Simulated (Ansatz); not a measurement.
Input and command of a plane-wave DFT calculation in Ansatz:

```yaml
crystal:
  lattice:
    - [2.9220981399, 0.0, 0.0]
    - [0.0, 2.9220981399, 0.0]
    - [0.0, 0.0, 3.6030436558]
  atoms:
    - { symbol: Nb, position: [0.0, 0.0, 0.0] }
    - { symbol: Rh, position: [0.5, 0.5, 0.5] }
basis:
  ecutwfc: 500
kpoints:
  mp_grid: { grid: [18, 18, 14] }
hamiltonian:
  xc: r2scan
scf:
  occupations: { method: gaussian, width: 0.15 }
output:
  forces: true
  stress: true
  eigenvalues: true
```

```bash
ansatz run input.yaml --threads 1 --pin off --max-ram 2560MiB --backend cpu --events-out ev --progress --plain --runs-dir out
```

Processor: Arm Neoverse V1, 1 thread, on a host shared with other jobs.

Question: Estimate time, memory and problem size.

Answer: About 41 s on 1 thread of Arm Neoverse V1 (shared host), peak memory 0.58 GiB. It solves 19 bands at 440 k points (the mesh reduced by symmetry) with about 781 plane waves, in 7 SCF iterations.
